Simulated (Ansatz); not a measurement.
Here is the system:

SiW3:
```cif
data_SiW3
_chemical_formula_sum 'Si1 W3'
_space_group_name_H-M_alt 'P 1'
_space_group_IT_number 1
_cell_length_a 4.38936
_cell_length_b 4.38936
_cell_length_c 4.38936
_cell_angle_alpha 60.000
_cell_angle_beta 60.000
_cell_angle_gamma 60.000
loop_
_space_group_symop_operation_xyz
  'x, y, z'
loop_
_atom_site_label
_atom_site_type_symbol
_atom_site_fract_x
_atom_site_fract_y
_atom_site_fract_z
_atom_site_occupancy
Si1 Si 0.00000 0.00000 0.00000 1
W1 W 0.50000 0.50000 0.50000 1
W2 W 0.25000 0.25000 0.25000 1
W3 W 0.75000 0.75000 0.75000 1
```

This is the r²SCAN-relaxed structure.

All from DFT-r²SCAN in the program Ansatz with PAW potentials, unless another level is named. Predict the electronic character.

metallic (no gap).

Give the formation energy from the elements (no fitted shifts).

19 kJ/mol-atom.

And the density of states at the Fermi level?

0.49 states/eV per atom (mean over ±0.08 eV).

What about the gap with spin–orbit coupling?

none (metallic).

Space group Fm-3m. A made-up cell: these elements were put on the sites of a structure type; neither database checked (COD, Materials Project) lists it. Whether it is the stable phase at ambient conditions was not checked. The cell was relaxed with r²SCAN under the symmetry of its start; its stability against distortions is not shown here. The run is not spin-polarised. The references are the lowest solids computed at this level, not always the standard phases. Spin–orbit coupling is left out wherever it is not named.

Potentials: the earlier of the program's two PAW sets.
